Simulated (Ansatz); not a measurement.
Al2Ru:
```cif
data_Al4Ru2
_chemical_formula_sum 'Al4 Ru2'
_space_group_name_H-M_alt 'I4/mmm'
_space_group_IT_number 139
_space_group_name_Hall '-I 4 2'
_cell_length_a 3.12186
_cell_length_b 3.12186
_cell_length_c 8.44473
_cell_angle_alpha 90.000
_cell_angle_beta 90.000
_cell_angle_gamma 90.000
loop_
_atom_site_label
_atom_site_type_symbol
_atom_site_symmetry_multiplicity
_atom_site_Wyckoff_symbol
_atom_site_fract_x
_atom_site_fract_y
_atom_site_fract_z
_atom_site_occupancy
Al1 Al 4 e 0.00000 0.00000 0.34091 1
Ru1 Ru 2 a 0.00000 0.00000 0.00000 1
```
(The calculation used a cell of 3 atoms; values per cell refer to that cell.)

Relaxed at zero pressure with plane-wave PAW r²SCAN (Ansatz code).

Question: The volume is raised by 9 % and shape and atoms relax at that volume. What pressure results, and how do the axes share the change?

Answer: -13.1 GPa; a 2.7 %, b 2.7 %, c 3.4 %; the energy rises by 54 meV/atom.

Question: Give the new structure.

Answer: 
Space group I4/mmm (No. 139); a = b = 3.2059 Å, c = 8.7285 Å, α = β = γ = 90.00°

| atom | site | symmetry | x | y | z |
|---|---|---|---|---|---|
| Al | 4e | 4mm | 0.0000 | 0.0000 | 0.3431 |
| Ru | 2a | 4/mmm | 0.0000 | 0.0000 | 0.0000 |

The phase is kept; no other phase was compared at this pressure.

The workflow started from a Materials Project entry (that database holds measured and hypothetical structures alike); the Crystallography Open Database copy checked does not list it. With Al and Ru taken as one species the cell has the higher symmetry I4/mmm, so it may be an ordered model of a mixed-site phase. Whether it is the stable phase at ambient conditions was not checked. The r²SCAN relaxation kept the symmetry of its start; of distortions, only those at the zone centre were tested. The run is not spin-polarised. Axis ratios of metals converge slowly with the k-mesh, so a and c are less sure than the volume.

Potentials: the later of the program's two PAW sets.
